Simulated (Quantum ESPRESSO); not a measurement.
# Sc4Ta4: input and log of a self-consistent run

A calculation, not a measurement. The program is pw.x of Quantum ESPRESSO 7.5 (plane-wave density functional theory). The cell is made up: eight metal atoms on a face-centred cubic lattice, with elements, volume, strain and displacements drawn at random and not relaxed, so it may be unstable or far from any real phase. PseudoDojo standard norm-conserving files set the functional (PBE unless stated); there is no spin polarisation or spin-orbit coupling, the Fermi-Dirac width of 0.25 eV means electrons at about 2900 K, and the masses in the input are unused placeholders. Heavy elements are run without spin-orbit coupling, which real alloys of them have. A spin test at this wide smearing found no moment, but such smearing suppresses magnetism that the real alloy may have.

Input:

```
&control calculation='scf', pseudo_dir='./dojo.nc.sr.pbe.v0_5.standard.upf', outdir='./o', disk_io='minimal', tprnfor=.true., tstress=.true. /
&system ibrav=0, nat=8, ntyp=2, nbnd=66, ecutwfc=77.98206166, nosym=.true., tot_charge=0,
 occupations='smearing', smearing='fd', degauss=0.0183746611
/
&electrons conv_thr=1.470e-08, electron_maxstep=70, mixing_beta=0.5 /
ATOMIC_SPECIES
Sc 1.0 Sc.upf
Ta 1.0 Ta.upf
CELL_PARAMETERS angstrom
0.0 2.1751 2.1751
0.0 4.3502 -4.3502
-8.7003 -2.1751 2.1751
ATOMIC_POSITIONS angstrom
Sc -0.0741 -0.0098 -0.0302
Sc -4.2099 0.0545 -0.0642
Ta 0.15 2.3066 -2.0763
Ta -4.4352 2.1323 -2.1518
Sc -6.4801 0.058 2.3105
Ta -2.2457 2.2342 0.0758
Ta -6.4958 2.1387 0.1446
Sc -2.1108 4.4485 -2.1139
K_POINTS automatic
8 4 3 1 1 1
```

The log is shortened where brackets say so; the opening notice, blank lines, dates and the lines on written files are dropped, and the path of the files is cut. It prints rydbergs, bohrs and kilobars, and counts compression as positive stress. Its total energy is the free energy E - TS of the whole cell.

```
     Program PWSCF v.7.5
     Parallel version (MPI & OpenMP), running on       4 processor cores
     Number of MPI processes:                 4
     Threads/MPI process:                     1
     [start-up lines left out]
     bravais-lattice index     =            0
     lattice parameter (alat)  =       5.8129  a.u.
     unit-cell volume          =    1111.0901 (a.u.)^3
     number of atoms/cell      =            8
     number of atomic types    =            2
     number of electrons       =        96.00
     number of Kohn-Sham states=           66
     kinetic-energy cutoff     =      77.9821  Ry
     charge density cutoff     =     311.9282  Ry
     scf convergence threshold =      1.5E-08
     mixing beta               =       0.5000
     number of iterations used =            8  plain     mixing
     Exchange-correlation= PBE
                           (   1   4   3   4   0   0   0)
     [axes and pseudopotential details left out]
   Cartesian axes
     site n.     atom                  positions (alat units)
         1        Sc     tau(   1) = (  -0.0240893  -0.0031859  -0.0098178  )
         2        Sc     tau(   2) = (  -1.3686032   0.0177175  -0.0208709  )
         3        Ta     tau(   3) = (   0.0487637   0.7498563  -0.6749877  )
         4        Ta     tau(   4) = (  -1.4418464   0.6931929  -0.6995321  )
         5        Sc     tau(   5) = (  -2.1066262   0.0188553   0.7511242  )
         6        Ta     tau(   6) = (  -0.7300582   0.7263197   0.0246419  )
         7        Ta     tau(   7) = (  -2.1117301   0.6952734   0.0470082  )
         8        Sc     tau(   8) = (  -0.6862034   1.4461701  -0.6872112  )
     number of k points=    48  Fermi-Dirac smearing, width (Ry)=  0.0184
                       cart. coord. in units 2pi/alat
        k(    1) = (  -0.0810236   0.0883883   0.0000000), wk =   0.0416667
        k(    2) = (   0.1546814   0.0883883   0.0000000), wk =   0.0416667
     [further k points left out]
     Dense  grid:   103381 G-vectors     FFT dimensions: (  36,  72, 100)
     Estimated max dynamical RAM per process >     332.39 MB
     Estimated total dynamical RAM >       1.22 GB
     Initial potential from superposition of free atoms
     starting charge      95.9858, renormalised to      96.0000
     Starting wfcs are   80 randomized atomic wfcs
     total cpu time spent up to now is        5.2 secs
     per-process dynamical memory:   264.6 Mb
     Self-consistent Calculation
     iteration #  1     ecut=    77.98 Ry     beta= 0.50
     Davidson diagonalization with overlap
     ethr =  1.00E-02,  avg # of iterations =  2.9
     Threshold (ethr) on eigenvalues was too large:
     Diagonalizing with lowered threshold
     Davidson diagonalization with overlap
     ethr =  3.26E-04,  avg # of iterations =  5.1
     total cpu time spent up to now is       27.0 secs
     total energy              =    -907.75243934 Ry
     estimated scf accuracy    <       0.37894669 Ry
     iteration #  2     ecut=    77.98 Ry     beta= 0.50
     Davidson diagonalization with overlap
     ethr =  3.95E-04,  avg # of iterations =  7.3
     total cpu time spent up to now is       41.4 secs
     total energy              =    -907.58807696 Ry
     estimated scf accuracy    <       3.07845042 Ry
     iteration #  3     ecut=    77.98 Ry     beta= 0.50
     Davidson diagonalization with overlap
     ethr =  3.95E-04,  avg # of iterations =  5.6
     total cpu time spent up to now is       53.2 secs
     total energy              =    -907.79648402 Ry
     estimated scf accuracy    <       1.04380076 Ry
     iteration #  4     ecut=    77.98 Ry     beta= 0.50
     Davidson diagonalization with overlap
     ethr =  3.95E-04,  avg # of iterations =  2.3
     total cpu time spent up to now is       62.7 secs
     total energy              =    -907.87306326 Ry
     estimated scf accuracy    <       0.31918029 Ry
     iteration #  5     ecut=    77.98 Ry     beta= 0.50
     Davidson diagonalization with overlap
     ethr =  3.32E-04,  avg # of iterations =  1.5
     total cpu time spent up to now is       71.5 secs
     total energy              =    -907.88524224 Ry
     estimated scf accuracy    <       0.13162709 Ry
     [iterations 6 to 15 left out]
     iteration # 16     ecut=    77.98 Ry     beta= 0.50
     Davidson diagonalization with overlap
     ethr =  3.70E-09,  avg # of iterations =  4.8
     total cpu time spent up to now is      188.0 secs
     total energy              =    -907.90178457 Ry
     estimated scf accuracy    <       0.00000220 Ry
     iteration # 17     ecut=    77.98 Ry     beta= 0.50
     Davidson diagonalization with overlap
     ethr =  2.29E-09,  avg # of iterations =  2.4
     total cpu time spent up to now is      197.5 secs
     total energy              =    -907.90178456 Ry
     estimated scf accuracy    <       0.00000444 Ry
     iteration # 18     ecut=    77.98 Ry     beta= 0.50
     Davidson diagonalization with overlap
     ethr =  2.29E-09,  avg # of iterations =  2.0
     total cpu time spent up to now is      206.5 secs
     total energy              =    -907.90178479 Ry
     estimated scf accuracy    <       0.00000150 Ry
     iteration # 19     ecut=    77.98 Ry     beta= 0.50
     Davidson diagonalization with overlap
     ethr =  1.57E-09,  avg # of iterations =  1.0
     total cpu time spent up to now is      214.9 secs
     total energy              =    -907.90178490 Ry
     estimated scf accuracy    <       0.00000008 Ry
     iteration # 20     ecut=    77.98 Ry     beta= 0.50
     Davidson diagonalization with overlap
     ethr =  8.78E-11,  avg # of iterations =  6.0
     total cpu time spent up to now is      227.4 secs
     End of self-consistent calculation
     [lines on levels left out]
!    total energy              =    -907.90178491 Ry
     estimated scf accuracy    <       0.00000001 Ry
     smearing contrib. (-TS)   =      -0.15922850 Ry
     internal energy E=F+TS    =    -907.74255641 Ry
     The total energy is F=E-TS. E is the sum of the following terms:
     one-electron contribution =    -228.00078446 Ry
     hartree contribution      =     145.37235649 Ry
     xc contribution           =    -183.08563292 Ry
     ewald contribution        =    -642.02849553 Ry
     convergence has been achieved in  20 iterations
     Forces acting on atoms (cartesian axes, Ry/au):
     atom    1 type  1   force =     0.02128154    0.01233718    0.00563436
     atom    2 type  1   force =    -0.03100085   -0.00264041    0.02608513
     atom    3 type  2   force =    -0.02374017   -0.00474748    0.00323108
     atom    4 type  2   force =     0.02012505   -0.01137614    0.02455497
     atom    5 type  1   force =     0.00227266   -0.00572764   -0.01168161
     atom    6 type  2   force =     0.03252217    0.02988775   -0.04651641
     atom    7 type  2   force =    -0.00984236    0.01802819   -0.02279974
     atom    8 type  1   force =    -0.01161804   -0.03576145    0.02149222
     Total force =     0.105480     Total SCF correction =     0.000409
     Computing stress (Cartesian axis) and pressure
          total   stress  (Ry/bohr**3)                   (kbar)     P=        9.41
   0.00011812  -0.00000883   0.00005005           17.38       -1.30        7.36
  -0.00000883   0.00000890  -0.00009649           -1.30        1.31      -14.19
   0.00005005  -0.00009649   0.00006483            7.36      -14.19        9.54
     init_run     :      4.83s CPU      5.00s WALL (       1 calls)
     electrons    :    221.63s CPU    222.23s WALL (       1 calls)
     forces       :      2.13s CPU      2.13s WALL (       1 calls)
     stress       :      7.12s CPU      7.25s WALL (       1 calls)
     [timing details left out]
     PWSCF        :   3m55.91s CPU   3m56.84s WALL
     JOB DONE.
```

In other units: free energy -12352.633 eV for the cell, pressure 0.94 GPa, largest force component 1.196 eV/Å in size. The run took 239 s of wall time with four MPI processes on a shared machine (AMD EPYC, Zen 5, virtual cores), so the time is rough. A rerun of this cell at a higher cutoff and on a denser mesh moved values by no more than 0.006 eV in energy, 0.04 GPa in stress and 0.003 eV/Å in force, and a second program with other atomic files agreed on that cell to 2 % rms in force and 0.5 GPa in pressure.